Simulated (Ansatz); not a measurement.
Polymorphs of TiC2, each relaxed with the program Ansatz at the r²SCAN level (PAW):

A: P6/mmm
a = 2.6593 Å, b = 2.6593 Å, c = 3.8588 Å, α = 90.00°, β = 90.00°, γ = 120.00°

```csv
atom,site,symmetry,x,y,z
Ti,1a,6/mmm,0.0000,0.0000,0.0000
C,2d,-6m2,0.3333,0.6667,0.5000
```

B: P-3m1
a = 2.6069 Å, b = 2.6069 Å, c = 4.1835 Å, α = 90.00°, β = 90.00°, γ = 120.00°

```csv
atom,site,symmetry,x,y,z
Ti,1a,-3m.,0.0000,0.0000,0.0000
C,2d,3m.,0.6667,0.3333,0.4489
```

Q: Rank these by energy per atom at 0 K (lowest first), as r²SCAN gives it.

A: B (+0 meV/atom), A (+98 meV/atom)

Typed or built starts, not in the databases checked: A; B. All cells were relaxed under the symmetry of their starts (and spin orders); stability against distortions was not tested throughout. Named crystals with no word on spin ran without spin polarisation.

Energies hold the estimated change up to a 700 eV cutoff; steps of a few meV lie near the error of the meshes.

Potentials: the earlier of the program's two PAW sets. The files were generated under PBE; for other functionals the program regenerates the frozen cores, and for LDA and PBEsol the local potential too.
